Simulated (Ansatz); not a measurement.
Relaxing a structure of ZrC

The start is a generated trial cell of ZrC in the AFLOW prototype AB_oF8_69_a_b (B24, as in TlF). The structure is fully relaxed (lattice and positions, P = 0) with PBE (plane waves to 420 eV, PAW, scalar-relativistic; Ansatz, a quantum-chemistry and plane-wave program). The first steps use a coarse 8×8×8 k-mesh.

Initial structure:
```
CELL_PARAMETERS angstrom
      0.00000     2.32357     2.57094
      2.19037     0.00000     2.57094
      2.19037     2.32357     0.00000
ATOMIC_POSITIONS crystal
  Zr 0.00000 0.00000 0.00000
  C  0.50000 0.50000 0.50000
```

Problem. How large is the pressure on the unrelaxed cell, and of which sign?

Solution. +8 GPa (positive: the cell is compressed).

Problem. Does the structure survive the relaxation? Give the final space group.

Solution. The space group goes from Fmmm (No. 69) to Fm-3m (No. 225); the end is rock salt type, with 2 atoms in the primitive cell.

Problem. How do the shortest distances between atoms change?

Solution. The closest pairs of elements (up to four, under 3.6 Å), start → end: C–Zr 2.19 → 2.35 Å; C–C 3.19 → 3.33 Å; Zr–Zr 3.19 → 3.33 Å.

Problem. Is the relaxed structure metallic? Give its gap.

Solution. Zero (metallic).

Problem. Write out the relaxed structure.

Solution. 
Space group Fm-3m (No. 225); a = b = c = 4.709 Å, α = β = γ = 90.00°

```csv
atom,site,symmetry,x,y,z
Zr,4a,m-3m,0.0000,0.0000,0.0000
C,4b,m-3m,0.5000,0.5000,0.5000
```
(The calculation used a cell of 2 atoms; values per cell refer to that cell.)

Final values are on a 17×17×17 k-mesh of the relaxed cell. No spin polarisation in the result.

The run could not lose the symmetry of its start.

All atoms sit on sites fixed by symmetry, so only the cell could relax.
